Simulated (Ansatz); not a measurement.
Clean, relaxed (100) surface of Si₂Ni, space group Fm-3m (No. 225) (top face towards +c; atoms held fixed, by place in the list: 1, 2, 3, 4, 5):

```yaml
crystal:
  lattice:
    - [3.81230, 0.00000, 0.00000]
    - [0.00000, 3.81230, 0.00000]
    - [0.00000, 0.00000, 23.73926]
  atoms:
    - { symbol: Si, position: [0.50000, 0.00000, 0.35806] }
    - { symbol: Si, position: [0.00000, 0.50000, 0.35806] }
    - { symbol: Ni, position: [0.50000, 0.50000, 0.41483] }
    - { symbol: Si, position: [0.00000, 0.50000, 0.47161] }
    - { symbol: Si, position: [0.50000, 0.00000, 0.47161] }
    - { symbol: Ni, position: [0.00000, 0.00000, 0.52541] }
    - { symbol: Si, position: [0.50000, 0.00000, 0.58596] }
    - { symbol: Si, position: [0.00000, 0.50000, 0.58596] }
    - { symbol: Ni, position: [0.50000, 0.50000, 0.63328] }
```

Theory: Ansatz, DFT PBEsol, scalar-relativistic, plane waves, PAW. Plane waves to 420 eV, a k mesh through Γ of 8×8×1 on the computed 9-atom cell and Gaussian smearing (0.10 eV); no spin polarisation. A dipole correction removes the field between periodic images along c.

The adsorption energy is E(slab + adsorbate) − E(slab) − E(free adsorbate, spin-polarised where open-shell). With the adsorbate the cell is lengthened along c to keep the vacuum.

Q: C (atom) is put at the hollow (over Si) at (0.50, 0.00) site, one adsorbate per 14.5 Å². What structure does it relax to?

A: E_ads = -5.64 eV. Contacts: C–Si 1.90 Å, C–Ni 1.95 Å.

```yaml
crystal:
  lattice:
    - [3.81230, 0.00000, 0.00000]
    - [0.00000, 3.81230, 0.00000]
    - [0.00000, 0.00000, 25.73926]
  atoms:
    - { symbol: Si, position: [0.50000, 0.00000, 0.33023] }
    - { symbol: Si, position: [0.00000, 0.50000, 0.33023] }
    - { symbol: Ni, position: [0.50000, 0.50000, 0.38260] }
    - { symbol: Si, position: [0.00000, 0.50000, 0.43497] }
    - { symbol: Si, position: [0.50000, 0.00000, 0.43497] }
    - { symbol: Ni, position: [0.00000, 0.00000, 0.48656] }
    - { symbol: Si, position: [0.50000, 0.00000, 0.53648] }
    - { symbol: Si, position: [0.00000, 0.50000, 0.54216] }
    - { symbol: Ni, position: [0.50000, 0.50000, 0.59360] }
    - { symbol: C, position: [0.50000, 0.00000, 0.61028] }
```

Each end is the local minimum or symmetric point that its start leads to. The slab is only 6.7 Å thick, so the energies aren't converged with thickness.

Spin polarisation was left out, and a magnetic state may lie lower.